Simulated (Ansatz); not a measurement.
**Is this MgCd2Se3 structure a true minimum?**

It was reached by relaxing an invented guess, and it needn't be the stable form of this composition.

All numbers below come from Ansatz, DFT PBE, scalar-relativistic, plane waves, PAW. Cutoff 420 eV; k points 6×6×2 on the computed 12-atom cell (Γ-centred); Gaussian smearing, width 0.02 eV; no spin polarisation.

The cell below (12 atoms, space group P3m1 (No. 156)) is relaxed within its symmetry.

```
Mg Cd Se
1.0
     4.34360    0.00000    0.00000
    -2.17180    3.76167    0.00000
     0.00000    0.00000   21.16200
Mg Cd Se
2 4 6
Direct
  0.00000 0.00000 0.16912
  0.66667 0.33333 0.32839
  0.00000 0.00000 0.49500
  0.00000 0.00000 0.83538
  0.66667 0.33333 0.66513
  0.66667 0.33333 0.00593
  0.00000 0.00000 0.29189
  0.00000 0.00000 0.62193
  0.00000 0.00000 0.96242
  0.66667 0.33333 0.13287
  0.66667 0.33333 0.45151
  0.66667 0.33333 0.79216
```

For the test it was strained at random (σ = 1.5 % a component), the atoms were moved at random (σ = 0.15 Å), and all was relaxed again on a coarse 6×6×1 mesh (in the run’s order of axes) with 0.10 eV smearing, with no symmetry imposed.

Problem. Does it come back?

Solution. It returns, within 1 meV/atom of the unmoved cell on that mesh and with the same symmetry when read at 0.1 Å. So it is stable against the distortions that fit this cell and that this random move excites. Modes that don't fit the cell aren't tested.
